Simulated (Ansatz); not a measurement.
**Data sheet: TiCd (DFT)**

TiCd:
Space group P4/nmm, origin choice 1 (No. 129); a = 2.885 Å, b = 2.885 Å, c = 9.003 Å, α = 90.00°, β = 90.00°, γ = 90.00°

| atom | site | symmetry | x | y | z |
|---|---|---|---|---|---|
| Ti | 2c | 4mm | 0.0000 | 0.5000 | 0.3907 |
| Cd | 2c | 4mm | 0.5000 | 0.0000 | 0.1332 |

Space group P4/nmm (No. 129); conventional cell a = b = 2.885 Å, c = 9.003 Å, α = β = γ = 90.00°.

Method: plane-wave PAW r²SCAN (Ansatz code). Structure relaxed to zero pressure with the same functional. Other levels are named where they apply.

### Cell and energy

```yaml
volume_per_atom: 18.73 Å³
density: 7.10 g/cm³
Formation energy from the elements (no fitted shifts): -0.070 eV/atom
```

### Electronic structure

```yaml
electronic_character: metallic (no gap)
Density of states at the Fermi level: 0.57 states/eV per atom (mean over ±0.08 eV)
```

The workflow started from a Materials Project entry (that database holds measured and hypothetical structures alike); the Crystallography Open Database files this formula in space group No. 129, but the cells were not matched. Its standing as an ambient phase is unchecked. The cell was relaxed with r²SCAN under the symmetry of its start; whether a distortion lowers the energy is not shown. The run is not spin-polarised. Axis ratios of metals converge slowly with the k-mesh, so a and c are less sure than the volume. The references are the lowest solids computed at this level, not always the standard phases. Spin–orbit coupling is left out wherever it is not named.

Potentials: the later of the program's two PAW sets.
